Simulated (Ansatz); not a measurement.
## RbLuO$_{2}$ (R-3m) under pressure

```yaml
crystal:
  lattice:
    - [1.70005, 0.98152, 6.48760]
    - [-1.70005, 0.98152, 6.48760]
    - [0.00000, -1.96305, 6.48760]
  atoms:
    - { symbol: Rb, position: [0.00000, 0.00000, 0.00000] }
    - { symbol: Lu, position: [0.50000, 0.50000, 0.50000] }
    - { symbol: O, position: [0.22461, 0.22461, 0.22461] }
    - { symbol: O, position: [0.77539, 0.77539, 0.77539] }
```

This is the zero-pressure cell under r²SCAN. Cell and atoms are relaxed by PAW (default files of Ansatz 0.2.0, cutoff 500 eV, stress met within about 0.05 GPa) at each pressure, in this structure whether or not another phase would take over; P is the pressure reached, less that of this cell (which was relaxed on a denser, smeared mesh). Levels come from r²SCAN, PAW on Ansatz 0.2.0's default frozen-core files (fitted under PBE), scalar-relativistic; k mesh 8×8×8, fixed occupations, cutoff 500 eV. Conduction levels are in eV over the valence top (at Γ), at fixed fractional wave vectors. Zone-centre phonons come from finite displacements by PAW, without the LO-TO term.

```csv
P (GPa),V/V₀,c/a,F (oblique),Γ,T ∥ z,L (oblique),Eu TO (cm⁻¹),A1g (cm⁻¹)
-2.00,1.0228,5.7394,3.803,3.921,4.616,4.749,66.6,487.1
0.00,1.0000,5.7242,3.795,4.083,4.762,4.806,70.6,497.9
2.00,?,?,?,?,?,?,?,?
4.00,0.9617,5.7031,3.761,4.363,4.998,4.887,77.8,517.5
7.01,0.9376,5.6920,3.726,4.545,5.139,4.927,82.6,531.0
10.01,0.9164,5.6838,3.687,4.710,5.258,4.956,87.0,543.5
15.02,0.8860,5.6748,3.615,4.954,5.417,4.985,93.5,562.8
```

**Question.** Fit the third-order Birch-Murnaghan equation to the rows shown.

**Answer.** With f = [(V₀/V)^(2/3) − 1]/2, the normalised pressure F = P/[3f(1 + 2f)^(5/2)] is 92.9 GPa at f = -0.0075, 94.9 GPa at f = 0.0132, 95.7 GPa at f = 0.0219, 96.4 GPa at f = 0.0300, 97.4 GPa at f = 0.0420. The line F = B₀[1 + (3/2)(B′ − 4)f] gives B₀ = 93.6 GPa and B′ = 4.6.

**Question.** What are the volume deformation potentials and pressure coefficients of these levels at zero pressure?

**Answer.** 

```csv
level,dE/dlnV (eV),dE/dP = −(dE/dlnV)/B₀ (meV/GPa),mean slope up to 4.0 GPa (meV/GPa)
F (oblique),0.57,-6.1,-8.5
Γ,-7.17,76.6,69.9
T ∥ z,-6.31,67.4,58.8
L (oblique),-2.35,25.1,20.1
```

dE/dlnV is the slope of a cubic fit in ln V at V₀. The last column is read from two rows and shows how the slope bends with pressure.

**Question.** What mode Grüneisen parameters follow?

**Answer.** γ = −d ln ω/d ln V at V₀ from a quadratic fit in ln V: Eu 2.56, A1g 0.98.

**Question.** Fill the row at 2.00 GPa.

**Answer.** The fits give V/V₀ = 0.9798 and F (oblique) = 3.780 eV. Computed: V/V₀ = 0.9798, c/a = 5.7120, F (oblique) = 3.780, Γ = 4.230, T ∥ z = 4.889, L (oblique) = 4.852, Eu TO (cm⁻¹) = 74.3, A1g (cm⁻¹) = 508.0.

Limits of these numbers: no other phase was computed; many crystals of this kind change structure within this range, and rows or crossings beyond such a change describe a metastable lattice; frozen-core PAW files fitted under PBE, their cores solved anew for the functional of the run; no spin-orbit coupling on heavy atoms; semilocal gaps are low, and the spacing of valleys can be off by tenths of an eV; levels are read at fixed fractional k, so an edge that moves off these points is missed.
